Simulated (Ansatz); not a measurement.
# YSi$_{2}$Rh$_{2}$: settings compared (Ansatz)

Run with:

```bash
ansatz run input.yaml --threads 1 --pin off --max-ram 2560MiB --backend cpu --events-out ev --progress --plain --runs-dir out
```

Input:

```yaml
crystal:
  lattice:
    - [0.0, 3.992396, 0.0]
    - [3.992396, 0.0, 0.0]
    - [1.996198, 1.996198, -4.912344]
  atoms:
    - { symbol: Rh, position: [0.75, 0.25, 0.5] }
    - { symbol: Rh, position: [0.25, 0.75, 0.5] }
    - { symbol: "Y", position: [0.0, 0.0, 0.0] }
    - { symbol: Si, position: [0.375, 0.375, 0.25] }
    - { symbol: Si, position: [0.625, 0.625, 0.75] }
  symmetry: { tolerance: 0.0003 }
kpoints:
  mp_grid: { grid: [5, 5, 5], shift: [0, 0, 0] }
magnetization:
  spin_polarized: false
scf:
  occupations: { method: fermi_dirac }
hamiltonian:
  pseudopotentials: { kind: paw }
  xc: pbesol
basis:
  ecutwfc: 420
output:
  forces: true
  stress: true
  eigenvalues: true
```

Origin of the cell: a database entry, scaled a little.

The smearing width isn't typed, so it takes its default of 0.1 eV.

Output of this run (shortened):

```
Pseudopotentials: kind: paw
Pseudopotential: Rh, paw, valence charge 17, recommended cutoff 420 eV (normal), Rh.paw.azcp
Pseudopotential: Y, paw, valence charge 11, recommended cutoff 420 eV (normal), Y.paw.azcp
Pseudopotential: Si, paw, valence charge 4, recommended cutoff 420 eV (normal), Si.paw.azcp
Functional definition: PBEsol
  exchange = pbesol_x
  correlation = pbesol_c
Crystal: 5 atoms, lattice volume = 78.299 Å³
Basis set: ecut = 420 eV, 1517 PW (Γ), exchange–correlation on 54×54×80 points (8 copies of the dense FFT grid, shifted against one another)
Bands: 32, of which v1, the nominal top of the filled ones, is band 27 counted from 1 (26 counted from 0)
Symmetry: 16 space group operations
Space group: I4/mmm (ITA 139), of the structure as read, at distance tolerance 1.3e-3 Å
k-points: 18 of 125
[… 8 lines left out …]
Initial density: superposition of atomic densities (neutral atoms: chi_scale 0, normalization atom), corrected by the library's trained network
Functional: x = pbesol(κ = 0.804, μ = 0.123457), c = pbesol(β = 0.046)
SCF iter   1: F=—  HF=-17721.463275 eV  Δρ=6.69e-3  dr2=4.32e-2
SCF iter   2: F=—  HF=-17721.458196 eV  Δρ=2.75e-3  dr2=8.59e-3
SCF iter   3: F=—  HF=-17721.456878 eV  Δρ=8.07e-4  dr2=8.13e-4
SCF iter   4: F=—  HF=-17721.456668 eV  Δρ=2.50e-4  dr2=6.99e-5
SCF iter   5: F=—  HF=-17721.456640 eV  Δρ=4.82e-5  dr2=2.24e-6
SCF iter   6: F=-17721.456640 eV  HF=-17721.456640 eV  Δρ=7.84e-6  dr2=6.75e-8
SCF 1 converged in 6 iterations: F = -17721.456640 eV  dr2 = 6.75e-8
SCF converged after 6 iterations
Free energy (F): -17721.456640 eV
Harris-Foulkes:  -17721.456640 eV  (|F-HF|=3.74e-8)
Internal energy: -17721.385416 eV  (E = F + TS)
E sigma→0 (E₀):  -17721.421028 eV
Entropy (-TS):   -0.071223 eV (-14.245 meV/atom)
Fermi energy:    15.744343 eV
--- Per-component energies (eV) ---
  E_band       = -380.005429
  E_kinetic    = 1549.329037
  E_local      = -5412.130075  (includes V_loc(G=0)·N_el)
  E_nonlocal   = 813.972680
  E_hartree    = 2065.925576
  E_xc         = -730.714455
  E_vxc        = -858.858828  (∫ρ·V_xc dr)
  E_paw        = -10819.744343  (= ΣΔE_a)
  E_vpaw       = -604.178363  (= ΣTr[D̂ρ^β])
  E_aug_tail   = 0.001761  (compensation charges beyond the density's cutoff)
  E_ewald      = -5188.789890
  E_core_change = 0.764294  (= ΣΔE_core)
  E_smearing   = -0.071223  (= −TS)
  Σ components = -17721.456640   (vs F -17721.456640, Δ=0.00e0)
--- Forces (eV/Å), atoms counted from 1 ---
  atom   1  Rh     0.000000     0.000000     0.000000
  atom   2  Rh     0.000000     0.000000     0.000000
  atom   3  Y     -0.000000    -0.000000     0.000000
  atom   4  Si     0.000000     0.000000     0.795115
  atom   5  Si     0.000000     0.000000    -0.795115
  max |Σ_I F_I| component: 1.11e-16 eV/Å
--- Stress (GPa, compression-positive) ---
        4.786362       0.000000       0.000000
        0.000000       4.786362       0.000000
        0.000000       0.000000       5.037279
  P = ⅓ Tr σ = 4.8700 GPa (48.700 kbar)
```

The same input was run again with these changes:

1. `scf.mixing.algorithm` default → msr1; `scf.mixing.beta` default → 0.9; `scf.algorithm` default → density_mixing; `hamiltonian.hubbard` default → { sites: [{ species: "Y", l: d, u_eff: 3.0 }], double_counting: amf }
2. `basis.ecutwfc` 420 → "500 eV"; `hamiltonian.hubbard` default → { sites: [{ species: "Y", l: d, u_eff: 1.0 }], double_counting: fll }
3. `scf.algorithm` default → density_mixing; `magnetization` { spin_polarized: false } → { spin_polarized: true } (starts: ferro); `basis.ecutwfc` 420 → "200 eV"; typed moments: Rh1 2, Rh2 3, Y3 2, Si4 3, Si5 3
4. `scf.initial_density.chi_scale` default → 0.0; `scf.eigensolver.kind` default → davidson; `basis.precision` default → f64

```tsv
run	end	SCF iterations	P (GPa)	max force component (eV/Å)	moment (μB)	ΔE(σ→0) (meV/atom)
base	converged	6	4.87	0.795	–	0
1	converged	10	4.85	0.773	–	–
2	converged	9	5.75	0.776	–	–
3	converged	11	6.77	0.493	0.00	4406.12
4	converged	8	4.87	0.795	–	0.00
```

Energies are compared only where functional, datasets, charge and starting cell are the same.

Not properties of the system: run 3 (too coarse or loose: `basis.ecutwfc` = "200 eV").

Caveats of the base run: no moments, though an odd count or open d shells may carry them; the k mesh is coarse if the cell is a metal.

Run 3: a starting moment was lost; the cutoff lies below the datasets' advice; typed moments were cut to what the open shells hold.

Time of the base run: 2.8 s on 1 thread of Arm Neoverse V1 (shared host), peak memory 0.34 GiB, from the program's own first density.
